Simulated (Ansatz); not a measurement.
BaTe:
```cif
data_BaTe
_chemical_formula_sum 'Ba1 Te1'
_space_group_name_H-M_alt 'P 1'
_space_group_IT_number 1
_cell_length_a 4.90839
_cell_length_b 4.90839
_cell_length_c 4.90839
_cell_angle_alpha 60.000
_cell_angle_beta 60.000
_cell_angle_gamma 60.000
loop_
_space_group_symop_operation_xyz
  'x, y, z'
loop_
_atom_site_label
_atom_site_type_symbol
_atom_site_fract_x
_atom_site_fract_y
_atom_site_fract_z
_atom_site_occupancy
Ba1 Ba 0.00000 0.00000 0.00000 1
Te1 Te 0.50000 0.50000 0.50000 1
```

Relaxed with PBEsol.

Q: Give the optical modes at the zone centre with their infrared activity from DFPT, PBEsol in the plane-wave PAW code Ansatz.

A: Transverse frequencies, without the LO–TO term; a row sums one degenerate level.

| ω (cm⁻¹) | degeneracy | IR ((D/Å)²/amu) | activity | symmetry |
|---|---|---|---|---|
| 95 | 3 | 6.94 | IR | T1u |

Space group Fm-3m (rock salt). Symmetry was held in the PBEsol relaxation; of distortions, only those at the zone centre were tested. Scalar-relativistic: spin–orbit coupling is off unless named, which matters more the heavier the elements.

Potentials: the later of the program's two PAW sets.
